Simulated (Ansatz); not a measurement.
A relaxation computed with Ansatz, from input to last step.

```yaml
crystal:
  lattice:
    - [4.8400437051, -2.7941352431, 0.0020434784]
    - [4.8400437051, 2.7941352431, 0.0020434784]
    - [-3.2279142659, 0.0, 4.5615459041]
  atoms:
    - { symbol: Co, position: [0.0, 0.0, 0.5], spin: 0.13 }
    - { symbol: Co, position: [0.5, 0.0, 0.5], spin: 0.13 }
    - { symbol: Co, position: [0.0, 0.5, 0.5], spin: 0.13 }
    - { symbol: Co, position: [0.3750116842, 0.3750116842, 0.1250206535], spin: 2.31 }
    - { symbol: Co, position: [0.6249883158, 0.6249883158, 0.8749793465], spin: 2.31 }
    - { symbol: Co, position: [0.0, 0.0, 0.0], spin: 0.13 }
    - { symbol: O, position: [0.2375371634, 0.2375371634, 0.7126870184] }
    - { symbol: O, position: [0.7623927263, 0.2126870548, 0.737542526] }
    - { symbol: O, position: [0.7873129452, 0.2376072737, 0.262457474] }
    - { symbol: O, position: [0.2376072737, 0.7873129452, 0.262457474] }
    - { symbol: O, position: [0.2375418851, 0.2375418851, 0.262396069] }
    - { symbol: O, position: [0.2126870548, 0.7623927263, 0.737542526] }
    - { symbol: O, position: [0.7624628366, 0.7624628366, 0.2873129816] }
    - { symbol: O, position: [0.7624581149, 0.7624581149, 0.737603931] }
basis:
  ecutwfc: 420
kpoints:
  mp_grid: { grid: [8, 8, 8] }
hamiltonian:
  xc: pbesol
scf:
  occupations: { method: gaussian, width: 0.01 }
output:
  forces: true
  stress: true
  eigenvalues: true
  populations: true
magnetization:
  spin_polarized: true
relax:
  adjacent_minimum: "off"
  f_tol: 0.01
  max_steps: 30
  cell: { stress_tol: 0.1, fix: [volume] }
```

```bash
ansatz run input.yaml --threads 4 --pin off --max-ram 10240MiB --backend cpu --events-out ev --progress --plain --runs-dir out
```

Method: DFT PBEsol, scalar-relativistic, plane waves, PAW (Ansatz 0.2.0).

The volume is held at 0.97 times that of the relaxed cell.

Of 4 frames 3 are shown, positions in Å and forces in eV/Å; the SCF threshold varies from step to step. Steps run on the plane waves of an earlier cell, with a Pulay correction in the pressure. The basis is chosen afresh for the last frame, the zero of the energies, and at times for earlier ones too; energy and pressure can step there, also at an unchanged geometry. Where two frames share a geometry here, they differ by under 2 meV/atom and 0.3 GPa.

```xyz
14
Lattice="4.8400 -2.7941 0.0020 4.8400 2.7941 0.0020 -3.2279 0.0000 4.5615" Properties=species:S:1:pos:R:3:forces:R:3 pbc="T T T" step=1 free_energy_over_end_meV_per_atom=0.27 pressure_GPa=8.11
Co   -1.6140    0.0000    2.2808    0.0000    0.0000    0.0000
Co    0.8061   -1.3971    2.2818    0.0000    0.0000    0.0000
Co    0.8061    1.3971    2.2818    0.0000    0.0000    0.0000
Co    3.2266    0.0000    0.5718   -0.0004    0.0000   -0.0009
Co    3.2256    0.0000    3.9938    0.0004    0.0000    0.0009
Co    0.0000    0.0000    0.0000    0.0000    0.0000    0.0000
O    -0.0011    0.0000    3.2519    0.0010    0.0000    0.1600
O     2.3387   -1.5360    3.3663    0.0755    0.1295    0.0532
O     4.1135   -1.5360    1.1993   -0.0755    0.1295   -0.0532
O     4.1135    1.5360    1.1993   -0.0755   -0.1295   -0.0532
O     1.4524    0.0000    1.1979    0.1505    0.0000   -0.0526
O     2.3387    1.5360    3.3663    0.0755   -0.1295    0.0532
O     6.4533    0.0000    1.3137   -0.0010    0.0000   -0.1600
O     4.9997    0.0000    3.3677   -0.1505    0.0000    0.0526
14
Lattice="4.8400 -2.7942 0.0019 4.8400 2.7942 0.0019 -3.2280 0.0000 4.5616" Properties=species:S:1:pos:R:3:forces:R:3 pbc="T T T" step=2 free_energy_over_end_meV_per_atom=0.11 pressure_GPa=7.98
Co   -1.6140    0.0000    2.2808    0.0000    0.0000    0.0000
Co    0.8060   -1.3971    2.2818    0.0000    0.0000    0.0000
Co    0.8060    1.3971    2.2818    0.0000    0.0000    0.0000
Co    3.2265    0.0000    0.5717   -0.0003    0.0000   -0.0007
Co    3.2255    0.0000    3.9938    0.0003    0.0000    0.0007
Co    0.0000    0.0000    0.0000    0.0000    0.0000    0.0000
O    -0.0011    0.0000    3.2541    0.0007    0.0000    0.1021
O     2.3397   -1.5342    3.3670    0.0482    0.0826    0.0339
O     4.1123   -1.5342    1.1985   -0.0482    0.0826   -0.0339
O     4.1123    1.5342    1.1985   -0.0482   -0.0826   -0.0339
O     1.4545    0.0000    1.1972    0.0960    0.0000   -0.0335
O     2.3397    1.5342    3.3670    0.0482   -0.0826    0.0339
O     6.4531    0.0000    1.3114   -0.0007    0.0000   -0.1021
O     4.9975    0.0000    3.3683   -0.0960    0.0000    0.0335
14
Lattice="4.8398 -2.7942 0.0018 4.8398 2.7942 0.0018 -3.2280 0.0000 4.5618" Properties=species:S:1:pos:R:3:forces:R:3 pbc="T T T" step=4 free_energy_over_end_meV_per_atom=0.00 pressure_GPa=7.77
Co   -1.6140    0.0000    2.2809    0.0000    0.0000    0.0000
Co    0.8059   -1.3971    2.2818    0.0000    0.0000    0.0000
Co    0.8059    1.3971    2.2818    0.0000    0.0000    0.0000
Co    3.2264    0.0000    0.5716    0.0000    0.0000    0.0000
Co    3.2253    0.0000    3.9938    0.0000    0.0000    0.0000
Co    0.0000    0.0000    0.0000    0.0000    0.0000    0.0000
O    -0.0011    0.0000    3.2580    0.0002    0.0000    0.0009
O     2.3414   -1.5312    3.3683    0.0006    0.0008    0.0003
O     4.1103   -1.5312    1.1970   -0.0006    0.0008   -0.0003
O     4.1103    1.5312    1.1970   -0.0006   -0.0008   -0.0003
O     1.4580    0.0000    1.1960    0.0010    0.0000   -0.0002
O     2.3414    1.5312    3.3683    0.0006   -0.0008    0.0003
O     6.4528    0.0000    1.3074   -0.0002    0.0000   -0.0009
O     4.9936    0.0000    3.3693   -0.0010    0.0000    0.0002
```

Time: 6.2 min on 4 threads of Oxide Virtual Turin-like Processor (Zen 5), with other jobs on the host, peak memory 2.6 GiB.

The state reached may not be the lowest one. The program reads another magnetic order as possibly lower. Moments started parallel, and an antiferromagnetic order may lie lower.